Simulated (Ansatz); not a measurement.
RuC (CsCl type, space group No. 221), the program Ansatz at the PBEsol level (PAW), all energies at zero smearing, with the estimated change up to a 700 eV cutoff added, with one set of potentials and settings (totals compare only within such a set). Cell of 2 atoms (1 Ru, 1 C): -6061.114 eV.

```json
[
 {"element": "Ru", "reference phase": "P6_3/mmc, 2 atoms in the cell", "E (eV/atom)": "-5816.5470"},
 {"element": "C", "reference phase": "P6_3/mmc, 4 atoms in the cell", "E (eV/atom)": "-246.6953"}
]
```

Formation energy per atom, worked out: (-6061.114 − 1×(-5816.5470) − 1×(-246.6953))/2 = 1.064 eV/atom (103 kJ per mol of atoms), at 0 K, without zero-point energy or fitted corrections.

Space group Pm-3m (CsCl type). The cell is a constructed one: a structure type filled with these elements; neither database checked (COD, Materials Project) lists it. Whether it is the stable phase at ambient conditions was not checked. Symmetry was held in the PBEsol relaxation. At this level the phase is dynamically unstable (imaginary phonons). No spin polarisation was allowed. The references are the lowest solids computed at this level, not always the standard phases.

Potentials: the earlier of the program's two PAW sets. The files were generated under PBE; for other functionals the program regenerates the frozen cores, and for LDA and PBEsol the local potential too.
